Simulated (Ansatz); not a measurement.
## Structure relaxation, WC

The start is a generated trial cell of WC in the AFLOW prototype AB_cI16_199_a_a (B_a). A full variable-cell relaxation at zero pressure is run with r2SCAN (plane waves to 500 eV, PAW, scalar-relativistic; Ansatz, a first-principles code). The first steps use a coarse 6×6×6 k-mesh.

Input geometry:
```
WC
1.0
   -2.88774     2.88774     2.88774
    2.88774    -2.88774     2.88774
    2.88774     2.88774    -2.88774
W C
4 4
Cartesian
  2.63361   2.63361   2.63361
  0.25412   3.14186  -0.25412
  3.14186  -0.25412   0.25412
 -0.25412   0.25412   3.14186
  1.24346   1.24346   1.24346
 -1.24346   1.64428   1.24346
  1.64428   1.24346  -1.24346
  1.24346  -1.24346   1.64428
```

What pressure does the first self-consistent step give?

-7 GPa (negative: the cell is under tension).

What is the largest force in the starting geometry, and on which atom (counted from 1)?

About 6.2 eV/Å, on W1, W2, W3, W4 (atoms numbered as listed).

Does the structure survive the relaxation? Give the final space group.

The space group goes from I2₁3 (No. 199) to Pm-3m (No. 221); the end is CsCl type, with 2 atoms in the primitive cell.

What does it relax into? Give the structure.


Space group Pm-3m (No. 221); a = 2.715 Å, b = 2.715 Å, c = 2.715 Å, α = 90.00°, β = 90.00°, γ = 90.00°

| atom | site | symmetry | x | y | z |
|---|---|---|---|---|---|
| W | 1a | m-3m | 0.0000 | 0.0000 | 0.0000 |
| C | 1b | m-3m | 0.5000 | 0.5000 | 0.5000 |

Final values are on a 17×17×17 k-mesh of the relaxed cell. No spin polarisation in the result.

The run could not lower the symmetry of its start; a shaken copy of this end point relaxes with r2SCAN to P-6m2 (No. 187), 0.97 eV/atom lower.

The relaxed structure here is a generated cell of WC: the first start was made by placing the elements on the sites of a structure type, and the end was not matched to a known phase here, so it may be hypothetical. Known forms of WC include space group No. 187.
